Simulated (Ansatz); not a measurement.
A free-standing Janus 2H monolayer of PdSTe, relaxed with r2SCAN: 5 runs in the PAW code Ansatz, each a calculation of independent-particle optics. In-plane lattice: a = 3.989 Å, b = 3.989 Å, γ = 120.0°; thickness between the outer nuclei 2.45 Å. Pd is surrounded by 3 S at 2.59 Å and 3 Te at 2.62 Å; S is surrounded by 1 Te at 2.45 Å and 3 Pd at 2.59 Å; Te is surrounded by 1 S at 2.45 Å and 3 Pd at 2.62 Å. These are computed values for a spin-unpolarised cell that may be hypothetical; none is a measurement.

```xyz
3
Lattice="3.9886 0.0000 0.0000 -1.9943 3.4542 0.0000 0.0000 0.0000 30.6553" Properties=species:S:1:pos:R:3 pbc="T T F"
Pd    0.0000    2.3028    9.0228
S     1.9943    1.1514   10.2128
Te    1.9943    1.1514    7.7644
```
Periodic in the plane only; c spans the vacuum.

On meshes this coarse, single peaks can be features of the mesh. No local fields, no excitons; the zone sum runs over the cells of the mesh, and ε∞ includes the bands left out of the spectrum. Up to four peaks are listed, those above 15 % of the tallest and inside the complete range; the four can differ from row to row. Rows marked drawn have settings drawn at random (some not listed).

```json
{"functional": "PBE", "k mesh": "6×6×1", "broadening (eV)": "0.1", "scissors (eV)": "0.00", "range (eV)": "0–12", "settings": "chosen", "direct gap on the mesh before scissors (eV)": "0.79", "ε∞ xx": "7.44", "ε∞ yy": "7.44", "ε∞ zz": "2.28", "complete up to (eV)": "12.0", "tallest peaks of mean ε₂ (eV)": "0.55 0.80 1.10 2.55"}
{"functional": "r2SCAN", "k mesh": "6×6×1", "broadening (eV)": "0.1", "scissors (eV)": "0.00", "range (eV)": "0–12", "settings": "chosen", "direct gap on the mesh before scissors (eV)": "0.70", "ε∞ xx": "6.71", "ε∞ yy": "6.71", "ε∞ zz": "2.17", "complete up to (eV)": "12.0", "tallest peaks of mean ε₂ (eV)": "0.60 1.20 2.65 4.85"}
{"functional": "PBE", "k mesh": "6×6×1", "broadening (eV)": "0.1", "scissors (eV)": "0.07 (to HSE06)", "range (eV)": "0–12", "settings": "chosen", "direct gap on the mesh before scissors (eV)": "0.79", "ε∞ xx": "6.96", "ε∞ yy": "6.96", "ε∞ zz": "2.26", "complete up to (eV)": "12.0", "tallest peaks of mean ε₂ (eV)": "0.60 0.85 1.15 2.60"}
{"functional": "LDA", "k mesh": "6×6×1", "broadening (eV)": "0.25", "scissors (eV)": "1.50", "range (eV)": "2–6", "settings": "drawn", "direct gap on the mesh before scissors (eV)": "0.81", "ε∞ xx": "3.89", "ε∞ yy": "3.89", "ε∞ zz": "1.98", "complete up to (eV)": "6.0", "tallest peaks of mean ε₂ (eV)": "2.25 3.70"}
{"functional": "PBEsol", "k mesh": "6×6×1", "broadening (eV)": "0.05", "scissors (eV)": "1.00", "range (eV)": "0.5–30", "settings": "drawn", "direct gap on the mesh before scissors (eV)": "0.78", "ε∞ xx": "4.27", "ε∞ yy": "4.27", "ε∞ zz": "2.04", "complete up to (eV)": "30.0", "tallest peaks of mean ε₂ (eV)": "1.80 3.60 5.60 7.40"}
```

A sheet's ε refers to the whole height of the cell: ε − 1 falls as one over that height, zz lacks the depolarisation, and means are over the plane.

The fundamental gap is indirect (0.21 eV with PBE on 6×6×1); the table holds the direct one.

Spin-orbit coupling is left out, which matters wherever the heavy atoms make up the band edges.
